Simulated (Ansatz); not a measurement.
PbSe: from a starting cell to a relaxed one

The start is a generated trial cell of PbSe in the tenorite structure type. Cell shape, volume and atoms are optimised at zero target pressure with PBEsol (plane waves to 420 eV, PAW, scalar-relativistic; Ansatz, an electronic-structure program). The first steps use a coarse 5×5×3 k-mesh.

Initial structure:
```yaml
crystal:
  lattice:
    - [3.77861, -2.76136, 0.00000]
    - [3.77861, 2.76136, 0.00000]
    - [-1.37150, 0.00000, 8.16075]
  atoms:
    - { symbol: Pb, position: [0.00000, 0.50000, 0.00000] }
    - { symbol: Pb, position: [0.50000, 0.00000, 0.50000] }
    - { symbol: Se, position: [0.58160, 0.41840, 0.25000] }
    - { symbol: Se, position: [0.41840, 0.58160, 0.75000] }
```

### Question
What pressure does the first self-consistent step give?

### Answer
-5.3 GPa (negative: the cell is under tension).

### Question
What symmetry does the relaxed structure have?

### Answer
The space group goes from C2/c (No. 15) to Fm-3m (No. 225); the end is rock salt type, with 2 atoms in the primitive cell.

### Question
How much energy is released per atom?

### Answer
0.56 eV/atom.

### Question
How does the volume per atom move from start to end?

### Answer
-33.3 %, from 42.57 to 28.40 Å³/atom.

### Question
How do the shortest distances between atoms change?

### Answer
The closest pairs of elements (up to four, under 3.6 Å), start → end: Pb–Se 3.15 → 3.05 Å.

### Question
What band gap does the relaxed structure have at this level?

### Answer
0.17 eV, direct at L (no spin-orbit coupling).

### Question
Give the final cell and atomic positions.

### Answer

Space group Fm-3m (No. 225); a = 6.1016 Å, b = 6.1016 Å, c = 6.1016 Å, α = 90.00°, β = 90.00°, γ = 90.00°

```json
[
 {"atom": "Pb", "site": "4a", "symmetry": "m-3m", "x": "0.0000", "y": "0.0000", "z": "0.0000"},
 {"atom": "Se", "site": "4b", "symmetry": "m-3m", "x": "0.5000", "y": "0.5000", "z": "0.5000"}
]
```
(The calculation used a cell of 2 atoms; values per cell refer to that cell.)

Final values are on a 9×9×9 k-mesh of the relaxed cell. No spin polarisation in the result. Spin-orbit coupling is missing; with elements this heavy it can move band edges by tenths of an eV or more.

The run could not lose the symmetry of its start; a randomly shaken copy of 4 atoms returns to this structure.
